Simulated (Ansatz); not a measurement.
# Strain response of YZnSi

These are results of DFT r2SCAN, scalar-relativistic, plane waves, PAW in Ansatz, not measurements. Run with 500 eV cutoff, 12×12×10 k-mesh, Gaussian smearing of 0.10 eV, no spin polarisation.

The relaxed crystal:

```
CELL_PARAMETERS angstrom
4.08076 0.00000 0.00000
-2.04038 3.53404 0.00000
0.00000 0.00000 4.07647
ATOMIC_POSITIONS crystal
Y 0.00000 0.00000 0.00000
Zn 0.33333 0.66667 0.50000
Si 0.66667 0.33333 0.50000
```

Deformation: c alone is stretched, the rest of the cell is held and the atoms relax, all within the symmetry that the strain leaves. Energies are extrapolated to zero smearing.

| strain (%) | ΔE (meV/atom) | a (Å) | b (Å) | c (Å) |
| --- | --- | --- | --- | --- |
| -3.0 | 8.6 | 4.081 | 4.081 | 3.954 |
| -2.0 | 3.8 | 4.081 | 4.081 | 3.995 |
| -1.0 | 1.0 | 4.081 | 4.081 | 4.036 |
| +0.0 | 0.0 | 4.081 | 4.081 | 4.076 |
| +1.0 | 0.9 | 4.081 | 4.081 | 4.117 |
| +2.0 | 3.5 | 4.081 | 4.081 | 4.158 |
| +3.0 | 7.8 | 4.081 | 4.081 | 4.199 |

What stiffness (1/V) d²E/dε² at zero strain does a cubic fit over all points give?

A cubic fit gives (1/V) d²E/dε² = 149 GPa at zero strain (the elastic constant along c at held a and b).